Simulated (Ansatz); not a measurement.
Single points with r2SCAN in Ansatz 0.2.0, PAW, spin-restricted, at the geometries given.

Question: Which of them gave these results: no gap, pressure -1.9 GPa, largest force 0.14 eV/Å, largest positive Bader charge +2.10 e?
A.
Rb2IrF6 (500 eV, 7×7×7 mesh on the cell that ran, as a rule the primitive one, fermi-dirac 0.1 eV)
```
Ir Rb F
1.0
     6.04807    0.00000    0.00000
    -3.02404    5.23778    0.00000
     0.00000    0.00000    4.85513
Ir Rb F
1 2 6
Cartesian
  0.0000 0.0000 2.4276
  3.0243 1.7458 0.9874
  -0.0003 3.4920 3.8677
  0.0001 1.6394 1.3585
  1.6042 4.4182 1.3585
  -1.6043 4.4180 1.3585
  1.4197 0.8198 3.4967
  3.0242 3.5984 3.4967
  4.6282 0.8196 3.4967
```
B.
Os (500 eV, 14×14×8 mesh on the cell that ran, as a rule the primitive one, fermi-dirac 0.0628 eV)
```
Os
1.0
     2.73934    0.00000    0.00000
    -1.36967    2.37233    0.00000
     0.00000    0.00000    4.32553
Os
2
Cartesian
  0.0000 1.5816 1.0814
  1.3697 0.7908 3.2441
```
C.
TiGa2Se4 (500 eV, 5×5×5 mesh on the cell that ran, as a rule the primitive one, cold 0.015 eV)
```
Se Ga Ti
1.0
     0.00000    5.60357    0.00000
     5.60357    0.00000    0.00000
     2.80179    2.80179   -5.23475
Se Ga Ti
4 2 1
Direct
  0.39000 0.38000 0.74000
  0.62000 0.13000 0.26000
  0.87000 0.88000 0.74000
  0.12000 0.61000 0.26000
  0.75000 0.25000 0.50000
  0.50000 0.50000 0.00000
  0.00000 0.00000 0.00000
```

Answer: A. The others gave TiGa2Se4: no gap, 8.3 GPa; Os: no gap, -1.2 GPa.

Origins: TiGa2Se4, a known structure type with other elements, at an estimated volume; Os, a database entry at a rescaled volume; Rb2IrF6, a database entry at a rescaled volume. Caveats for one or more cells: many states at the Fermi level without spin polarisation, so a magnetic state may lie lower; the Fermi level lies in a narrow band between gaps, which spin or distortion may split; correlation that this level lacks may open a gap in such a compound.
